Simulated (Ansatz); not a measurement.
Data:

Ge$_{3}$N$_{4}$:
Space group Fd-3m, origin choice 1 (No. 227); a = 8.1652 Å, b = 8.1652 Å, c = 8.1652 Å, α = 90.00°, β = 90.00°, γ = 90.00°

```csv
atom,site,symmetry,x,y,z
Ge,16c,.-3m,0.1250,0.1250,0.1250
Ge,8b,-43m,0.5000,0.5000,0.5000
N,32e,.3m,0.3670,0.3670,0.3670
```
(The calculation used a cell of 14 atoms; values per cell refer to that cell.)

This is the LDA-relaxed structure.

Q: All from plane-wave PAW LDA (Ansatz code), unless another level is named. Give the formation energy from the elements (no fitted shifts).

A: -0.26 eV/atom.

Q: Next, the electron effective mass, band 3 of 3 at the edge?

A: 0.31 along [100], 0.31 along [110], 0.35 along [111] (mₑ).

Q: And the band gap?

A: 2.15 eV (smallest direct gap 2.17 eV).

Q: Give the conduction-band minimum.

A: at Γ.

Q: And the valence-band maximum?

A: on the K–Γ line, 25 % of the way from K.

Symmetry was held in the LDA relaxation. The references are the lowest solids computed at this level, not always the standard phases (solids in place of the gases). Spin–orbit coupling is left out wherever it is not named.

Potentials: the later of the program's two PAW sets.
